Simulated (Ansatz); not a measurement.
Ansatz (a quantum-chemistry and plane-wave program) input:

Ansatz 0.2 input:
```yaml
crystal:
  lattice:
    - [-3.5012088493, 3.5012088493, 3.5012088493]
    - [3.5012088493, -3.5012088493, 3.5012088493]
    - [3.5012088493, 3.5012088493, -3.5012088493]
  atoms:
    - { symbol: Ge, position: [0.5, 0.75, 0.25] }
    - { symbol: Ge, position: [0.25, 0.5, 0.75] }
    - { symbol: Ge, position: [0.75, 0.5, 0.25] }
    - { symbol: Ge, position: [0.5, 0.25, 0.75] }
    - { symbol: Ge, position: [0.25, 0.75, 0.5] }
    - { symbol: Ge, position: [0.75, 0.25, 0.5] }
kpoints:
  mp_grid: { grid: [4, 4, 4] }
hamiltonian:
  xc: hse06
  pseudopotentials: { kind: paw }
scf:
  n_extra_bands: 6
  occupations: { method: fixed }
output:
  eigenvalues: true
  eigenstates:
    e_range: [-9.0, 8.2]
    kpoints:
      - [0.5, 0.5, 0.5]  # VBM
      - [0.304687, 0.304687, -0.304688]  # CBM
      - [0.0, 0.0, 0.0]  # GAMMA
      - [0.5, -0.5, 0.5]  # H
      - [0.25, 0.25, 0.25]  # P
      - [0.0, 0.0, 0.5]  # N
```

Output (shortened):

```
Pseudopotentials: kind: paw
Pseudopotential: Ge, paw, valence charge 14
Functional definition: HSE06
davidson cushion auto → on  (no smearing: the cushion is to keep the highest requested band from converging to the state above it …
Crystal: 6 atoms, lattice volume = 171.678 Å³
Basis set: ecut = 420 eV, 3367 PW (Γ)
Bands: 48, of which v1, the nominal top of the filled ones, is band 42 counted from 1 (41 counted from 0)
Symmetry: 48 space group operations
Space group: Im-3m (ITA 229), of the structure as read, at distance tolerance 5.6e-5 Å
k-points: 8 of 64
PAW frozen core: Ge, regenerated for the run's functional, and the local potential with it
Initial wavefunctions: pseudopotential atomic-orbital guess
Eigensolver: davidson
Functional: x = pbe(κ = 0.804, μ = 0.2195149727645171), c = pbe(β = 0.06672455060314922), warm-up for x = pbe(κ = 0.804, μ = 0.2195149727645171) + 0.25 (exact …
SCF iter   1: F=—  HF=-25768.746656 eV  |F-HF|=—  |Δ(HF+E_count)|=         —  Δρ=2.34e-3  dr2=2.35e-2  ethr=1.77e-3  ⟨swp⟩=5.9  Hψ=1491  notcnv=0
preconditioner: auto → none
SCF iter   2: F=—  HF=-25768.745113 eV  |F-HF|=—  |Δ(HF+E_count)|=   1.54e-3  Δρ=8.29e-4  dr2=2.85e-3  ethr=2.80e-5  ⟨swp⟩=4.1  Hψ=1002  notcnv=0
iter 3 solved again at ethr=8.95e-8 eV; its pass at ethr=3.39e-6 eV (dr2=7.52e-5 eV) is discarded
SCF iter   3: F=—  HF=-25768.746568 eV  |F-HF|=—  |Δ(HF+E_count)|=   1.45e-3  Δρ=1.81e-4  dr2=7.57e-5  ethr=8.95e-8  ⟨swp⟩=3.9  Hψ=2108  notcnv=0  defer=1
SCF iter   4: F=—  HF=-25768.746639 eV  |F-HF|=—  |Δ(HF+E_count)|=   7.15e-5  Δρ=6.99e-5  dr2=8.02e-6  ethr=8.95e-8  ⟨swp⟩=4.0  Hψ=1241  notcnv=0  defer=2
SCF iter   5: F=—  HF=-25768.746636 eV  |F-HF|=—  |Δ(HF+E_count)|=   3.29e-6  Δρ=1.31e-5  dr2=2.03e-7  ethr=9.55e-9  ⟨swp⟩=3.4  Hψ=1235  notcnv=0  defer=1
SCF iter   6: F=-25768.746636 eV  HF=-25768.746636 eV  |F-HF|=1.58e-8  |Δ(HF+E_count)|=   2.41e-7  Δρ=1.80e-6  dr2=5.06e-9  ethr=2.42e-10  ⟨swp⟩=4.0  Hψ=1225  notcnv=0
SCF 1 converged in 6 iterations: F = -25768.746636 eV  dr2 = 5.06e-9
Crystal: 6 atoms, lattice volume = 171.678 Å³
Initial density: handed on by an earlier stage of this run
Initial wavefunctions: those handed on with the density
Functional: x = pbe(κ = 0.804, μ = 0.2195149727645171) + 0.25 (exact − pbe) at short range (hse, ω = 0.20786987370883472 Å⁻¹), c = pbe(β = 0.06672455060314922); HSE06 as pw.x's `hse` composes it (authors' and Libxc's form: `xc: wpbeh`)
Exchange kernel: α = 0.2500, screened, ω = 0.2079 Å⁻¹, Wigner–Seitz truncation, v(0) = 1046.7484 eV·Å³, q-mesh 4×4×4, nearest image of the exchange supercell L …
Frozen-core exchange: fock
iter 1 solved again at ethr=4.50e-5 eV; its pass at ethr=1.00e-1 eV (dr2=3.78e-2 eV) is discarded
SCF iter   1: F=—  HF=-25773.878104 eV  |F-HF|=—  |Δ(HF+E_count)|=         —  Δρ=1.12e-2  dr2=6.63e-2  ethr=4.50e-5  ⟨swp⟩=4.2  Hψ=2415  notcnv=0
preconditioner: auto → none
SCF iter   2: F=—  HF=-25773.850971 eV  |F-HF|=—  |Δ(HF+E_count)|=   2.71e-2  Δρ=4.34e-3  dr2=9.58e-3  ethr=4.50e-5  ⟨swp⟩=3.6  Hψ=1241  notcnv=0
SCF iter   3: F=—  HF=-25773.852868 eV  |F-HF|=—  |Δ(HF+E_count)|=   1.90e-3  Δρ=1.34e-3  dr2=1.09e-3  ethr=7.74e-6  ⟨swp⟩=3.0  Hψ=1089  notcnv=0
SCF iter   4: F=—  HF=-25773.852692 eV  |F-HF|=—  |Δ(HF+E_count)|=   1.76e-4  Δρ=5.26e-4  dr2=1.49e-4  ethr=8.95e-7  ⟨swp⟩=3.1  Hψ=1234  notcnv=0
SCF iter   5: F=-25773.852573 eV  HF=-25773.852574 eV  |F-HF|=6.02e-7  |Δ(HF+E_count)|=   1.19e-4  Δρ=3.34e-5  dr2=8.24e-7  ethr=1.22e-7  ⟨swp⟩=3.0  Hψ=1191  notcnv=0
SCF 2 stopped early in 5 iterations: F = -25773.852573 eV  dr2 = 8.24e-7
hybrid outer 1: dexx = +3.748e-2 eV, tail = 2.12e-4 eV
Crystal: 6 atoms, lattice volume = 171.678 Å³
Exchange kernel: α = 0.2500, screened, ω = 0.2079 Å⁻¹, Wigner–Seitz truncation, v(0) = 1046.7484 eV·Å³, q-mesh 4×4×4, nearest image of the exchange supercell L …
Frozen-core exchange: fock
SCF iter   1: F=—  HF=-25773.854269 eV  |F-HF|=—  |Δ(HF+E_count)|=         —  Δρ=9.04e-5  dr2=5.28e-6  ethr=1.26e-6  ⟨swp⟩=2.8  Hψ=865  notcnv=0
preconditioner: auto → none
SCF iter   2: F=—  HF=-25773.854273 eV  |F-HF|=—  |Δ(HF+E_count)|=   3.84e-6  Δρ=3.09e-5  dr2=6.95e-7  ethr=6.04e-9  ⟨swp⟩=4.0  Hψ=1452  notcnv=0
SCF iter   3: F=—  HF=-25773.854273 eV  |F-HF|=—  |Δ(HF+E_count)|=   2.29e-7  Δρ=2.06e-5  dr2=2.67e-7  ethr=7.82e-10  ⟨swp⟩=2.8  Hψ=857  notcnv=0
SCF iter   4: F=-25773.854273 eV  HF=-25773.854273 eV  |F-HF|=1.15e-7  |Δ(HF+E_count)|=   2.95e-8  Δρ=5.82e-6  dr2=3.32e-8  ethr=3.15e-10  ⟨swp⟩=3.0  Hψ=1194  notcnv=0
SCF 3 converged in 4 iterations: F = -25773.854273 eV  dr2 = 3.32e-8
hybrid outer 2: dexx = +2.749e-6 eV, tail = 3.22e-7 eV, Δε = 3.39e-3 eV (about 2.16e-4 eV left of the loop's levels)
NSCF: frozen V_eff on 6 k-points
hybrid SCF converged: 2 outer / 9 inner (+6 warm-up), last move |dexx| = 2.75e-6 eV, tail = 3.22e-7 eV
Stability not checked (fock_operator)
Free energy (F): -25773.854273 eV
Frozen-core exchange: fock
Harris-Foulkes:  -25773.854274 eV  (|F-HF|=1.15e-7)
Internal energy: -25773.854273 eV  (E = F + TS)
E sigma→0 (E₀):  -25773.854273 eV
Fermi energy:    5.593266 eV
--- Per-component energies (eV) ---
  E_band       = -1332.355684
  E_kinetic    = 662.000867
  E_local      = -17484.981884  (includes V_loc(G=0)·N_el)
  E_nonlocal   = 2515.639161
  E_hartree    = 7742.162165
  E_xc         = -364.073974
  E_vxc        = -310.076599  (∫ρ·V_xc dr)
  E_exx        = -326.652230  (= α·E_x^exact, valence–valence)
  E_paw        = -11886.300403  (= ΣΔE_a)
  E_vpaw       = -1545.934950  (= ΣTr[D̂ρ^β])
  E_aug_tail   = 0.001903  (compensation charges beyond the density's cutoff)
  E_ewald      = -6629.457637
  E_core_change = -2.192242  (= ΣΔE_core)
  E_smearing   =  0.000000  (= −TS)
  E_closure    =  0.000000  (closes the sum)
  Σ components = -25773.854273   (vs F -25773.854273, Δ=-3.64e-12)
  [band-id]    e_kinetic+e_local+e_nonlocal+2·e_hartree+e_vxc+2·e_exx+e_vpaw+e_augmentation_tail = -1332.331631   (vs E_band -1332.355684, Δ=2.41e-2)
--- Band table (eV; the first three rows and the last of 8) ---
  k-point 0: bands = ["-22.2719", "-22.2719", "-22.2719", "-22.2549", "-22.2334", "-22.2334", "-22.2334", "-22.1654", "-22.1654", "-22.1317", "-22.1317", "-22.1317", "-22.1288", "-22.1288", "-22.0722", "-22.0722", "-22.0722", "-22.0164", "-22.0164", "-22.0151", "-22.0151", "-22.0151", "-22.0073", "-22.0073", "-22.0073", "-21.9928", "-21.9631", "-21.9378", "-21.9378", "-21.9378", "-7.9622", "-3.2653", "-3.2653", "-3.2653", "-2.8427", "-2.8427", "2.6650", "2.6650", "2.6650", "3.4090", "3.4090", "3.4090", "8.1023", "8.1023", "8.5604", "8.5604", "8.5604", "9.2112"]
  k-point 1: bands = ["-22.2811", "-22.2766", "-22.2603", "-22.2475", "-22.2277", "-22.2213", "-22.2137", "-22.1835", "-22.1693", "-22.1521", "-22.1321", "-22.1299", "-22.1288", "-22.1270", "-22.0844", "-22.0798", "-22.0583", "-22.0488", "-22.0406", "-22.0185", "-22.0184", "-22.0183", "-22.0017", "-22.0000", "-21.9891", "-21.9747", "-21.9610", "-21.9453", "-21.9287", "-21.9213", "-7.6455", "-4.9923", "-3.9622", "-3.3812", "-1.7497", "-1.0274", "2.0987", "2.1487", "2.8950", "3.3188", "3.6484", "4.2190", "6.9314", "7.3354", "8.9245", "9.4232", "10.2774", "10.5233"]
  k-point 2: bands = ["-22.2877", "-22.2809", "-22.2435", "-22.2257", "-22.2217", "-22.2176", "-22.2114", "-22.1765", "-22.1716", "-22.1709", "-22.1566", "-22.1340", "-22.1318", "-22.1233", "-22.0907", "-22.0855", "-22.0687", "-22.0431", "-22.0395", "-22.0350", "-22.0235", "-22.0225", "-22.0048", "-21.9854", "-21.9721", "-21.9697", "-21.9600", "-21.9572", "-21.9193", "-21.9091", "-6.9890", "-6.2130", "-4.2663", "-3.4873", "-0.8623", "0.1882", "1.6258", "1.8023", "2.0744", "3.4826", "4.1912", "4.7941", "7.2513", "8.1011", "8.6136", "8.8101", "9.1944", "9.5872"]
  k-point 7: bands = ["-22.2590", "-22.2590", "-22.2590", "-22.2262", "-22.1920", "-22.1920", "-22.1920", "-22.1875", "-22.1875", "-22.1875", "-22.1779", "-22.1778", "-22.1778", "-22.1016", "-22.1016", "-22.1016", "-22.0388", "-22.0388", "-22.0388", "-22.0368", "-22.0368", "-22.0315", "-22.0315", "-21.9686", "-21.9686", "-21.9686", "-21.9378", "-21.9206", "-21.9206", "-21.9206", "-6.3902", "-6.3902", "-3.7569", "-3.7569", "-3.7569", "-0.2772", "3.5881", "3.5881", "3.5881", "5.5933", "5.5933", "5.5933", "6.2092", "6.2790", "6.2790", "6.2790", "9.4132", "10.7155"]
  band table: 48 of 48 bands, residual norms ≤ 1.0e-3 eV
```

Cost: very roughly 5 core-minutes on shared cores.

The points marked VBM and CBM come from a semilocal run.

The start of the workflow was typed in or built on a structure type; the Crystallography Open Database copy checked does not list it. It is not the phase usual at ambient conditions (space group No. 227). The cell was relaxed with r²SCAN under the symmetry of its start; whether a distortion lowers the energy is not shown. The volume moved by 22 % from the start of the relaxation. Scalar-relativistic: spin–orbit coupling is off unless named, which matters more the heavier the elements.

Potentials: the later of the program's two PAW sets.

Ansatz is a plane-wave DFT program.
